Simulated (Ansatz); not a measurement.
TaSnO₃:
```
CELL_PARAMETERS angstrom
      4.03960     0.00000     0.00000
      0.00000     4.03960     0.00000
      0.00000     0.00000     4.03960
ATOMIC_POSITIONS crystal
  Sn 0.00000 0.00000 0.00000
  Ta 0.50000 0.50000 0.50000
  O  0.00000 0.50000 0.50000
  O  0.50000 0.00000 0.50000
  O  0.50000 0.50000 0.00000
```

Relaxed with r²SCAN. Special points in fractions of this cell's reciprocal vectors: Γ (0.000, 0.000, 0.000); X (0.000, 0.500, 0.000); M (0.500, 0.500, 0.000); R (0.500, 0.500, 0.500).

List the band energies nearest the Fermi level at these points for r²SCAN in the plane-wave PAW code Ansatz.

In eV from the Fermi level; about four levels below and three above (degenerate sets whole), none deeper than 8.9 eV; points with the same levels are listed once.

```tsv
k	below	above
Γ	-4.89 -4.89 -4.89 -0.79 -0.79 -0.79	3.43 3.43 3.43
X	-4.89 -4.89 -3.22 -0.79 -0.71	1.47 1.47 2.98 2.98
M	-6.62 -6.62 -5.66 -4.44 -4.18	1.18 1.29 1.29
R	-7.38 -4.19 -4.19 -4.19	2.34 2.34 2.34
```

Space group Pm-3m (cubic perovskite). The workflow started from an entry of the Crystallography Open Database (COD). Its standing as an ambient phase is unchecked. The cell was relaxed with r²SCAN under the symmetry of its start; its stability against distortions is not shown here. The run is not spin-polarised. With an odd number of electrons in the cell and no spin polarisation, the count alone makes it a metal. Spin–orbit coupling is left out wherever it is not named.

Potentials: the later of the program's two PAW sets.
